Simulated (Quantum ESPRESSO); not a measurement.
Mo2Ru2MgTaNb2, one composition in several site orders

A calculation, not a measurement. The program is pw.x of Quantum ESPRESSO 7.5 (plane-wave density functional theory). The cell is made up: eight metal atoms on a face-centred cubic lattice, with elements, volume, strain and displacements drawn at random and not relaxed, so it may be unstable or far from any real phase. PseudoDojo standard norm-conserving files set the functional (PBE unless stated); there is no spin polarisation or spin-orbit coupling, the Fermi-Dirac width of 0.25 eV means electrons at about 2900 K, and the masses in the input are unused placeholders. Heavy elements are run without spin-orbit coupling, which real alloys of them have. A spin test at this wide smearing found no moment, but such smearing suppresses magnetism that the real alloy may have.

The runs put one composition on the sites in different orders. Cell, positions, cutoff, mesh and smearing stay as in the input of run 1; sites are counted in its order. Stress in the tables is positive in tension.

Input of run 1:

```
&control calculation='scf', pseudo_dir='./dojo.nc.sr.pbe.v0_5.standard.upf', outdir='./o', disk_io='medium', tprnfor=.true., tstress=.true. /
&system ibrav=0, nat=8, ntyp=5, nbnd=72, ecutwfc=84.00895049, nosym=.true., tot_charge=0,
 occupations='smearing', smearing='fd', degauss=0.0183746611
/
&electrons conv_thr=1.470e-08, electron_maxstep=70, mixing_beta=0.5 /
ATOMIC_SPECIES
Mg 1.0 Mg.upf
Mo 1.0 Mo.upf
Nb 1.0 Nb.upf
Ru 1.0 Ru.upf
Ta 1.0 Ta.upf
CELL_PARAMETERS angstrom
-4.0603 0.0 0.0
0.0 -4.0603 4.0603
0.0 6.0905 2.0302
ATOMIC_POSITIONS angstrom
Mo 0.0291 0.0518 -0.0185
Ru 0.0748 2.0169 1.9518
Ru -0.0652 -2.0565 2.0257
Mo 0.0461 0.0781 4.101
Mg -1.9729 4.0563 2.039
Ta -2.03 -0.0118 2.0737
Nb -1.9598 2.0456 4.1119
Nb -1.9938 -1.9959 4.1112
K_POINTS automatic
6 5 4 1 1 1
```

| run | elements on sites 1 to 8 | free energy less that of run 1 (eV) | -TS (eV) | pressure (GPa) | stress xx (GPa) | stress yy (GPa) | stress zz (GPa) | stress yz (GPa) | stress xz (GPa) | stress xy (GPa) | iterations |
| --- | --- | --- | --- | --- | --- | --- | --- | --- | --- | --- | --- |
| 1 | Mo Ru Ru Mo Mg Ta Nb Nb | 0.000 | -1.867 | -0.59 | 5.07 | -1.20 | -2.09 | -0.30 | -0.26 | 0.08 | 18 |
| 2 | Mo Ta Ru Mo Nb Mg Ru Nb | 0.401 | -1.904 | 0.05 | -0.53 | -0.48 | 0.87 | 1.81 | 0.06 | -0.23 | 19 |
| 3 | Ta Ru Nb Ru Mo Mg Nb Mo | 0.410 | -1.915 | -0.04 | 1.57 | -0.65 | -0.81 | 2.48 | -0.20 | 0.40 | 20 |
| 4 | Mo Nb Ru Nb Mo Ru Ta Mg | 0.563 | -1.983 | -0.13 | 0.32 | -0.67 | 0.74 | -0.66 | 0.03 | 0.11 | 22 |
| 5 | Ta Mo Ru Nb Ru Mo Mg Nb | 0.568 | -2.025 | -0.08 | -1.19 | 1.22 | 0.21 | -3.32 | -0.60 | -0.31 | 18 |
| 6 | Ru Mg Ru Mo Nb Mo Ta Nb | -0.048 | -1.844 | -1.85 | 4.23 | 0.97 | 0.36 | 2.36 | -0.03 | 0.20 | 18 |

Forces Fx Fy Fz (eV/Å):

| site | run 1 | run 2 | run 3 | run 4 | run 5 | run 6 |
| --- | --- | --- | --- | --- | --- | --- |
| 1 | 0.09 -0.53 0.64 | 0.10 -0.70 -0.38 | 0.13 -0.35 1.22 | 0.17 -0.71 0.45 | 0.11 -0.46 1.16 | 0.17 -0.14 0.75 |
| 2 | -0.12 0.39 0.20 | -0.40 0.18 1.92 | -0.14 0.11 -0.06 | -0.26 0.03 1.00 | -0.10 0.46 1.56 | -0.35 -0.26 0.78 |
| 3 | 0.44 0.42 -0.39 | 0.56 0.26 -0.06 | 0.75 0.91 -0.10 | 0.49 -0.11 -0.08 | 0.53 -0.12 0.04 | 0.46 0.30 -0.25 |
| 4 | -0.01 -0.43 -0.06 | -0.12 0.25 -0.44 | 0.03 -0.03 0.35 | 0.06 -1.29 -0.88 | -0.08 -0.73 -0.74 | 0.08 -0.36 -0.64 |
| 5 | -0.22 -0.17 0.57 | -0.12 1.05 1.36 | -0.24 -0.60 -0.68 | -0.22 0.97 1.40 | -0.12 0.66 0.29 | -0.18 1.10 1.14 |
| 6 | 0.11 -0.42 -0.52 | 0.26 -0.24 0.11 | 0.04 0.53 0.31 | 0.08 0.01 -0.62 | 0.10 -0.69 -0.64 | 0.14 -0.34 -0.34 |
| 7 | -0.23 0.48 -0.68 | -0.32 0.01 -0.21 | -0.43 -1.25 -1.70 | -0.37 1.16 -0.31 | -0.42 0.61 -1.05 | -0.30 0.33 -0.20 |
| 8 | -0.06 0.26 0.24 | 0.03 -0.80 -2.29 | -0.14 0.68 0.66 | 0.03 -0.06 -0.97 | -0.03 0.26 -0.62 | -0.03 -0.63 -1.23 |

The sites are displaced and not relaxed, so the energy differences mix bonding between neighbours with strain and are not ordering energies. A rerun of one cell of this series at a higher cutoff and on a denser mesh moved values by no more than 0.004 eV in energy, 0.05 GPa in stress and 0.014 eV/Å in force, and a second program with other atomic files agreed on that cell to 2 % rms in force and 0.5 GPa in pressure.